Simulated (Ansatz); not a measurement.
ZrC (NiAs type, P6_3/mmc) under volume change, DFT-PBEsol in the program Ansatz with PAW potentials, shape and atoms relaxed at each volume.

```
V (Å³/atom)  E − E(relaxed) (meV/atom)  P (GPa)
-----------  -------------------------  -------
11.558                            88.2    26.75
11.939                            37.1    16.44
12.320                             8.8     7.59
12.701                             0.0     0.01
13.082                             7.9    -6.50
13.463                            30.2   -12.08
13.844                            64.7   -16.85
```

### Question
What does a third-order Birch–Murnaghan fit give for V₀, B₀ and B′?

### Answer
V₀ = 12.70 Å³/atom, B₀ = 234 GPa, B′ = 4.1.

The workflow started from a Materials Project entry (that database holds measured and hypothetical structures alike); the Crystallography Open Database copy checked does not list it. It is not the phase usual at ambient conditions (space group No. 225). Symmetry was held in the PBEsol relaxation; whether a distortion lowers the energy is not shown. No spin polarisation was allowed.

Potentials: the later of the program's two PAW sets.
